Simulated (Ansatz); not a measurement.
SiO2 (rutile)

```
SiO2
1.0
    4.18520     0.00000     0.00000
    0.00000     4.18520     0.00000
    0.00000     0.00000     2.66883
Si O
2 4
Direct
  0.50000   0.50000   0.50000
  0.00000   0.00000   0.00000
  0.80610   0.80610   0.50000
  0.30610   0.69390   0.00000
  0.69390   0.30610   0.00000
  0.19390   0.19390   0.50000
```

Two-dimensional scan of atom 5 (O, nearest neighbour Si at 1.760 Å; its periodic images, 2.7 Å or more away, move with it): u runs along (1.000, 0.000, 0.000), v along (0.000, 1.000, 0.000) (Cartesian). Cell and other atoms are fixed.

Method: r2SCAN (plane waves to 500 eV, PAW, scalar-relativistic; Ansatz, a first-principles code). k mesh 7×7×10 (Γ-centred), Fermi-Dirac smearing 0.05 eV. The energy includes the smearing's −TS. Points where atoms come too close for the PAW data are left out (x in tables, blank in figures). SiO2 was relaxed with its symmetry unable to fall. ΔE is measured from the undisplaced structure. Axes are in Å.

```json
[
 {"ΔE (meV/cell)": "v = -0.440", "u = -0.440": "2645", "u = -0.293": "1914", "u = -0.147": "1744", "u = 0.000": "2279", "u = 0.147": "3784", "u = 0.293": "x", "u = 0.440": "x"},
 {"ΔE (meV/cell)": "v = -0.293", "u = -0.440": "1976", "u = -0.293": "1134", "u = -0.147": "786", "u = 0.000": "1003", "u = 0.147": "1911", "u = 0.293": "?", "u = 0.440": "x"},
 {"ΔE (meV/cell)": "v = -0.147", "u = -0.440": "?", "u = -0.293": "801", "u = -0.147": "276", "u = 0.000": "249", "u = 0.147": "769", "u = 0.293": "1911", "u = 0.440": "3784"},
 {"ΔE (meV/cell)": "v = 0.000", "u = -0.440": "2173", "u = -0.293": "980", "u = -0.147": "247", "u = 0.000": "0", "u = 0.147": "249", "u = 0.293": "1003", "u = 0.440": "2279"},
 {"ΔE (meV/cell)": "v = 0.147", "u = -0.440": "3229", "u = -0.293": "1733", "u = -0.147": "730", "u = 0.000": "247", "u = 0.147": "276", "u = 0.293": "786", "u = 0.440": "1744"},
 {"ΔE (meV/cell)": "v = 0.293", "u = -0.440": "4993", "u = -0.293": "3082", "u = -0.147": "1733", "u = 0.000": "980", "u = 0.147": "801", "u = 0.293": "1134", "u = 0.440": "1914"},
 {"ΔE (meV/cell)": "v = 0.440", "u = -0.440": "7419", "u = -0.293": "4993", "u = -0.147": "3229", "u = 0.000": "2173", "u = 0.147": "?", "u = 0.293": "1976", "u = 0.440": "2645"}
]
```

Problem. Fill in the missing entries.

Solution. 
- v = -0.293, u = 0.293: 3716
- v = -0.147, u = -0.440: 1785
- v = 0.440, u = 0.147: 1785

(A displaced cell: forces are minus the slopes of the energy, force constants its curvatures, and phonons follow from these.)
